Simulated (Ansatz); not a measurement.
Ge:
```xyz
12
Lattice="5.9495 0.0000 0.0000 0.0000 5.9495 0.0000 0.0000 0.0000 7.0802" Properties=species:S:1:pos:R:3 pbc="T T T"
Ge     0.5007     0.5007     0.0000
Ge     2.4740     3.4754     5.3102
Ge     5.4488     5.4488     3.5401
Ge     3.4754     2.4740     1.7701
Ge     1.0076     2.2176     1.7304
Ge     0.7572     3.9823     7.0405
Ge     4.9419     3.7319     5.2705
Ge     5.1923     1.9671     3.5004
Ge     3.9823     0.7572     0.0397
Ge     3.7319     4.9419     1.8097
Ge     1.9671     5.1923     3.5798
Ge     2.2176     1.0076     5.3498
```

Relaxed with r²SCAN. Special points in fractions of this cell's reciprocal vectors: Γ (0.000, 0.000, 0.000); X (0.000, 0.500, 0.000); M (0.500, 0.500, 0.000); Z (0.000, 0.000, 0.500); R (0.000, 0.500, 0.500); A (0.500, 0.500, 0.500).

### Question
List the band energies nearest the valence-band maximum at these points for r²SCAN (plane waves, PAW; program Ansatz).

### Answer
In eV from the valence-band maximum; about four levels below and three above (degenerate sets whole), none deeper than 8.9 eV; points with the same levels are listed once.

```tsv
k	below	above
Γ	-1.02 -0.97 -0.97 -0.25	1.74 1.96 1.96
X	-0.67 -0.67 -0.16 -0.16	1.54 1.54 2.50 2.50
M	-0.52 -0.52 -0.19 -0.19	1.43 1.43 1.84 1.84
Z	-1.19 -1.19 -0.78 -0.78	1.15 1.15 1.95 1.95
R	-0.88 -0.88 -0.61 -0.61	1.14 1.14 1.56 1.56
A	-1.09 -1.09 -1.09 -1.09	1.59 1.59 1.59 1.59
```

Space group P4_32_12. The first step of the workflow began from a Materials Project structure, measured or hypothetical; the Crystallography Open Database files this formula in space group No. 96, but the cells were not matched. It is not the phase usual at ambient conditions (space group No. 227). The r²SCAN relaxation kept the symmetry of its start; its stability against distortions is not shown here. Scalar-relativistic: spin–orbit coupling is off unless named, which matters more the heavier the elements.

Potentials: the earlier of the program's two PAW sets.
